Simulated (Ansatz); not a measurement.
Sb:
```cif
data_Sb6
_chemical_formula_sum 'Sb6'
_space_group_name_H-M_alt 'R-3m :H'
_space_group_IT_number 166
_space_group_name_Hall '-R 3 2"'
_cell_length_a 4.37525
_cell_length_b 4.37525
_cell_length_c 11.53667
_cell_angle_alpha 90.000
_cell_angle_beta 90.000
_cell_angle_gamma 120.000
loop_
_atom_site_label
_atom_site_type_symbol
_atom_site_symmetry_multiplicity
_atom_site_Wyckoff_symbol
_atom_site_fract_x
_atom_site_fract_y
_atom_site_fract_z
_atom_site_occupancy
Sb1 Sb 6 c 0.00000 0.00000 0.26732 1
```
(The calculation used a cell of 2 atoms; values per cell refer to that cell.)

Relaxed at zero pressure with plane-wave PAW PBE (Ansatz code).

Q: The volume is lowered by 6 % and shape and atoms relax at that volume. What pressure results, and how do the axes share the change?

A: 2.4 GPa; a -1.1 %, b -1.1 %, c -3.8 %; the energy rises by 13 meV/atom.

Q: Give the new structure.

A: 
Space group R-3m, hexagonal axes (No. 166); a = b = 4.325 Å, c = 11.098 Å, α = β = 90.00°, γ = 120.00°

```csv
atom,site,symmetry,x,y,z
Sb,6c,3m,0.0000,0.0000,0.2641
```

The phase is kept; no other phase was compared at this pressure.

The PBE relaxation kept the symmetry of its start. Scalar-relativistic: spin–orbit coupling is off unless named, which matters more the heavier the elements.

Potentials: the earlier of the program's two PAW sets.
